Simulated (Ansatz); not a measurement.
Sr2CdPt2:
```
CELL_PARAMETERS angstrom
     -2.27129     2.98756     4.58617
      2.27129    -2.98756     4.58617
      2.27129     2.98756    -4.58617
ATOMIC_POSITIONS crystal
  Pt 0.72727 0.50000 0.22727
  Pt 0.27273 0.50000 0.77273
  Cd 0.00000 0.00000 0.00000
  Sr 0.70039 0.20039 0.50000
  Sr 0.29961 0.79961 0.50000
```

Relaxed with r²SCAN.

Question: Map the electron localisation function on the plane through (0.727, 0.500, 0.227) spanned by u = [1, 1, 0] and v = [1, 0, 1] in lattice vectors, from r²SCAN in the plane-wave PAW code Ansatz.

Answer: x is the fraction of u, y of v (the angle between them is 90°; rows are the nearest grid lines); atoms in the plane: Pt at (0.00, 0.00), Pt at (0.00, 0.55), Cd at (0.50, 0.77), Sr at (0.70, 0.27), Sr at (0.30, 0.27).
```
|###*====:.     .::::::::.     .:====*###|
|###*=-==-:.  ..::::::::::..  .:-==-=*###|
|***=-----:..::::::-==-::::::..:-----=***|
|===------:..:::::-=++=-:::::..:------===|
|--------:...:::::=+##+=:::::...:--------|
|==-----::...::::-+#@@#+-::::...::-----==|
|--------:...::::-=*%%*=-::::...:--------|
|--------::..:::::=+**+=:::::..::--------|
|++=------:..:::::-=++=-:::::..:------=++|
|###*=-==-:....::::::::::::....:-==-=*###|
|###*=-==-.    .::::::::::.    .-==-=*###|
|###*===-:      ..::::::..      :-===*###|
|##*+==-.  :==-:   .::.   :-==:  .-==+*##|
|**+===:  -#%%%*-   ..   -*%%%#-  :===+**|
|==----. :#@@@@@#-      -#@@@@@#: .----==|
|:::-:. :#@@#+#@@%-    -%@@#+#@@#: .:-:::|
|----:. -%@%: -%@@=    =@@%- :%@%- .:----|
|----:. -%@#. .%@@=    =@@%. .#@%- .:----|
|----:. :%@%=.=@@@=    -@@@=.=%@%: .:----|
|::---:. =%@@@@@@+.    .+@@@@@@%= .:---::|
|====--. .*%@@@%*:      :*%@@@%*. .--====|
|***+==-. :+###+:   ..   :+###+: .-==+***|
|###*===-.       ..::::..       .-===*###|
|###*====:.     .::::::::.     .:====*###|
```
Scale: ten equal steps from 0.009 (start of ' ') to 0.873 (end of '@'), in the order ' .:-=+*#%@'; x runs from 0.000 to 1.00, y from 0.000 (bottom) to 1.00 (top).

The density is the valence pseudo-density with augmentation charge, so density and ELF within about 1 Å of a nucleus are not all-electron values.

Space group Immm. The workflow started from an entry of the Crystallography Open Database (COD, 293 K). Its standing as an ambient phase is unchecked. Symmetry was held in the r²SCAN relaxation; its stability against distortions is not shown here. The run is not spin-polarised. Scalar-relativistic: spin–orbit coupling is off unless named, which matters more the heavier the elements.

Potentials: the later of the program's two PAW sets.
